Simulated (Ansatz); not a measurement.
# PtS₂: 33S NMR of the central transition

Cell: a COD entry whose atoms were relaxed with PBE, the cell held.

```yaml
crystal:
  lattice:
    - [3.54320, 0.00000, 0.00000]
    - [-1.77160, 3.06850, 0.00000]
    - [0.00000, 0.00000, 5.03880]
  atoms:
    - { symbol: Pt, position: [0.00000, 0.00000, 0.00000] }
    - { symbol: S, position: [0.33333, 0.66667, 0.24490] }
    - { symbol: S, position: [0.66667, 0.33333, 0.75510] }
```

Atoms are numbered from 1 in the order listed; like atoms form one site, named after its first atom.

Computed with Ansatz: DFT, PBE, plane waves and PAW, scalar-relativistic, 420 eV cutoff, Γ-centred 9×9×6 k-points, Fermi–Dirac smearing 0.02 eV.

33S has I = 3/2 and Q = -69.40 mb (Pyykkö 2018); at 21.1 T its Larmor frequency is ν₀ = 69.0 MHz. Only the quadrupole interaction is simulated: positions count from each site's isotropic chemical shift, and shift anisotropy, dipolar and J coupling are left out.

Q: What does the 33S spectrum (static powder) show for each site?

A: 

```
site     first shell  C_Q (MHz)     η  P_Q (MHz)  δ_QIS (ppm)  breadth (kHz)
   S  3 Pt at 2.39 Å       8.48  0.00       8.48         -377            136
```

δ_QIS = −(ν_Q²/30ν₀²)[I(I+1) − 3/4](1 + η²/3) × 10⁶ ppm with ν_Q = 3|C_Q|/[2I(2I−1)]; it falls as 1/B₀² in ppm, and the breadth as 1/B₀ in kHz.

An axis of threefold or higher order runs through S, so V_zz lies along it and η is zero.

At this cell the principal stresses reach 5 GPa in size with PBE, which can matter for small gradients. Without spin–orbit coupling the gradients at and beside Pt can be off by some per cent, at some sites by more.
